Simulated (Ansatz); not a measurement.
Input and command of a plane-wave DFT calculation in Ansatz:

```yaml
crystal:
  lattice:
    - [-1.4644352198, 1.44279332, 1.37608145]
    - [1.4644352198, -1.44279332, 1.37608145]
    - [1.4644352198, 1.44279332, -1.37608145]
  atoms:
    - { symbol: Cu, position: [0.0, 0.0, 0.0] }
basis:
  ecutwfc: 420
kpoints:
  mp_grid: { grid: [24, 24, 24] }
hamiltonian:
  xc: pbesol
scf:
  occupations: { method: gaussian, width: 0.15 }
output:
  forces: true
  stress: true
  eigenvalues: true
```

```bash
ansatz run input.yaml --threads 1 --pin off --max-ram 2560MiB --backend cpu --events-out ev --progress --plain --runs-dir out
```

Processor: Arm Neoverse V1, 1 thread, on a host shared with other jobs.

Task: Estimate time, memory and problem size.

Result: About 20 s on 1 thread of Arm Neoverse V1, with other jobs on the host, peak memory 0.59 GiB. It solves 14 bands at 1963 k points (the mesh reduced by symmetry) with about 225 plane waves, in 6 SCF iterations.
